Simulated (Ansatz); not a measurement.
According to PBE (plane waves, PAW; program Ansatz), SiBCN in the trigonal phase (R3m; B on 3a, N on 3a, Si on 3a, C on 3a) relaxes to a = 2.844 Å, c = 14.043 Å. B has 4 nearest neighbours from 1.69 Å (tetrahedral); N has 4 nearest neighbours from 1.77 Å (tetrahedral); Si has 4 nearest neighbours from 1.79 Å (tetrahedral); C has 4 nearest neighbours from 1.69 Å (tetrahedral). Its formation energy from the elements is -0.33 eV/atom, with no fitted shifts.

The Kohn–Sham gap is 0.29 eV (indirect). The valence maximum lies at Γ and the conduction minimum at F (3 equivalent valleys). The electron mass is 0.26, 0.32, 0.59 mₑ (principal values).

The start of the workflow was typed in or built on a structure type; neither database checked (COD, Materials Project) lists it. Whether it is the stable phase at ambient conditions was not checked. Symmetry was held in the PBE relaxation; whether a distortion lowers the energy is not shown. The volume moved by -18 % from the start of the relaxation. The references are the lowest solids computed at this level, not always the standard phases (solids in place of the gases).

Potentials: the earlier of the program's two PAW sets.
